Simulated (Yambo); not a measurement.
G0W0@PBEsol for Cs2RbScF6 (space group Fm-3m, No. 225) in Yambo. Reference settings: 2×2×2 Γ-centred k mesh, bands 2 to 398 and a 8 Ry block in the screening, 398 bands in G with the Bruneval-Gonze terminator, plasmon pole fitted at 27.2 eV. The PBEsol gap Γ → Γ on this mesh is 6.41 eV; G0W0 gaps are taken between the same points.

| change from the reference | G0W0 gap Γ → Γ (eV) | shift of the valence edge (eV) |
|---|---|---|
| reference settings | 9.62 | -2.23 |
| 145 bands in G, no terminator | 9.39 | -1.70 |
| 3 Ry block | 9.82 | -2.53 |
| 183 bands in W | 9.68 | -2.14 |
| 253 bands in W, 253 bands in G | 9.64 | -2.18 |
| no random integration | 9.45 | -1.93 |
| 253 bands in G, no terminator | ___ | -1.92 |
| 145 bands in W, 145 bands in G | ___ | -2.09 |

### Question
Estimate the withheld gaps from the other rows; the computed values follow.

### Answer

- 253 bands in G, no terminator, G0W0 gap Γ → Γ (eV): 9.44
- 145 bands in W, 145 bands in G, G0W0 gap Γ → Γ (eV): 9.75

The reference isn't shown to be the converged limit.

Geometry of the Materials Project entry, not relaxed at this level; primitive cell a = 6.7310 Å, b = 6.7310 Å, c = 6.7310 Å, α = 60.00°, β = 60.00°, γ = 60.00°.

The structure is a Materials Project entry; no match was found in the copy of COD used, and its stability was not checked.

A shift is the quasiparticle energy of the state minus its PBEsol energy.
